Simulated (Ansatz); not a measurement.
Relaxed BAs (zinc blende):

```
CELL_PARAMETERS angstrom
      0.00000     4.80936     4.80936
      2.40468     2.40468     4.80936
      2.40468     2.40468     0.00000
ATOMIC_POSITIONS crystal
  As 0.00000 0.75000 0.75000
  As 0.50000 0.75000 0.75000
  B  0.00000 0.00000 0.00000
  B  0.50000 0.00000 0.00000
```

The atoms are displaced by Q × the pattern below (from a DFPT mode at X = (0.5, 0.5, 0.0), largest move 1; Q in Å), at fixed cell. (q is in reciprocal vectors of the primitive cell; the cell shown is doubled to hold the pattern.)

```json
[
 {"atom": "B3", "x": "0.000", "y": "0.000", "z": "1.000"},
 {"atom": "B4", "x": "0.000", "y": "0.000", "z": "-1.000"}
]
```

Atoms not listed stay in place.

Level of theory: PBE (plane waves to 420 eV, PAW, scalar-relativistic; Ansatz, a first-principles code). k mesh 12×12×12 (Γ-centred), Fermi-Dirac smearing 0.05 eV. E stands for the smeared free energy. BAs was relaxed with its symmetry unable to fall. The PAW data are Ansatz's earlier set. ΔE is measured from the undisplaced structure.

```csv
Q (Å),ΔE (meV/cell)
-0.180,645
-0.150,withheld
-0.120,289
-0.090,163
-0.060,73
-0.030,18
0.000,0
0.030,18
0.060,73
0.090,163
0.120,289
0.150,withheld
0.180,645
```

**Question.** Fit an even polynomial form (powers 2, 4) to the given rows and predict ΔE at Q = 0.150.

**Answer.** Least squares on the 11 given rows: ΔE = (20210)·Q² + (-9298)·Q⁴, in meV/cell with Q in Å; root-mean-square residual 0.2 meV/cell. At 0.150 the fit gives 450 meV/cell; the calculation gives 450 meV/cell, the same to the digits shown. The quadratic term alone would give 455 meV/cell.

(For displaced atoms, the force is minus the slope of the energy, and its curvature is a force constant, which sets phonon frequencies.)
